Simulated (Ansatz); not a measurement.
Sn$_{2}$GeTe$_{3}$:
```yaml
crystal:
  lattice:
    - [4.31604, 0.00000, 0.00000]
    - [-2.15802, 3.73780, 0.00000]
    - [0.00000, 0.00000, 10.60072]
  atoms:
    - { symbol: Sn, position: [0.33333, 0.66667, 0.82574] }
    - { symbol: Sn, position: [0.66667, 0.33333, 0.17426] }
    - { symbol: Ge, position: [0.00000, 0.00000, 0.50000] }
    - { symbol: Te, position: [0.33333, 0.66667, 0.34886] }
    - { symbol: Te, position: [0.66667, 0.33333, 0.65114] }
    - { symbol: Te, position: [0.00000, 0.00000, 0.00000] }
```

Relaxed with LDA. Special points in fractions of this cell's reciprocal vectors: Γ (0.000, 0.000, 0.000); M (0.500, 0.000, 0.000); K (0.333, 0.333, 0.000); A (0.000, 0.000, 0.500); L (0.500, 0.000, 0.500); H (0.333, 0.333, 0.500).

### Question
List the band energies nearest the Fermi level at these points for DFT-LDA in the program Ansatz with PAW potentials.

### Answer
In eV from the Fermi level; about four levels below and three above (degenerate sets whole), none deeper than 8.9 eV; points with the same levels are listed once.

```json
[
 {"k": "Γ", "below": "-1.93 -1.93 -0.95 -0.40", "above": "0.65 0.65 1.00"},
 {"k": "M", "below": "-2.81 -2.57 -2.04 -1.81", "above": "1.54 1.60 1.64"},
 {"k": "K", "below": "-2.99 -2.99 -2.38 -2.38 -2.37", "above": "2.17 2.19 2.19"},
 {"k": "A", "below": "-1.80 -1.80 -1.06 -0.03", "above": "0.04 0.19 0.19"},
 {"k": "L", "below": "-1.80 -1.79 -0.03 -0.03", "above": "0.16 0.19 2.85"},
 {"k": "H", "below": "-4.36 -4.36 -1.01 -0.83 -0.83", "above": "0.48 0.54 0.54"}
]
```

Space group P-3m1. The workflow started from a Materials Project entry (that database holds measured and hypothetical structures alike); the Crystallography Open Database copy checked does not list it. With Sn and Ge taken as one species the cell has the higher symmetry Fm-3m, so it may be an ordered model of a mixed-site phase. Whether it is the stable phase at ambient conditions was not checked. The LDA relaxation kept the symmetry of its start; of distortions, only those at the zone centre were tested, and some modes there are weakly imaginary. The Fermi level of a semimetal is unsure by some 0.05 eV on such meshes. Spin–orbit coupling is left out wherever it is not named.

Potentials: the later of the program's two PAW sets.
